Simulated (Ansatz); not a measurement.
**SiAs₄ (Immm)**

These are results of Ansatz, DFT PBE, scalar-relativistic, plane waves, PAW, not measurements.

Settings: cutoff 420 eV, Γ-centred mesh 12×12×12 on the computed 5-atom cell, Gaussian smearing of 0.10 eV; no spin polarisation.

The structure is relaxed at this level of theory with its symmetry kept, and needn't be the ground state of this composition.

Space group Immm (No. 71). a = 3.560 Å, b = 5.621 Å, c = 10.286 Å, α = 90.00°, β = 90.00°, γ = 90.00°
```csv
atom,site,symmetry,x,y,z
Si,2a,mmm,0.0000,0.0000,0.0000
As,8l,m..,0.5000,0.2567,0.8452
```

Problem. Formation energy from the elements' standard states (uncorrected)?

Solution. +0.309 eV/atom.

Problem. Kohn–Sham band gap?

Solution. none (metal).

Problem. Density of states at the Fermi level?

Solution. 2.2 states/eV per cell.

Problem. Orbital (Löwdin) character within 0.5 eV of the Fermi level?

Solution. As 4p 68 %, Si 3p 17 %, As 4s 8 %.

Problem. Bader charge by site (e)?

Solution. Si (1 in the cell) 0.32, As (4 in the cell) -0.08.

Another cell of SiAs4 relaxed alike, in P-3m1, lies 92 meV/atom lower, so this cell isn't the stable form at this level.

The cell was found from a structure generator's guess, not taken from experiment. Löwdin shares on free-atom orbitals overweight diffuse shells.
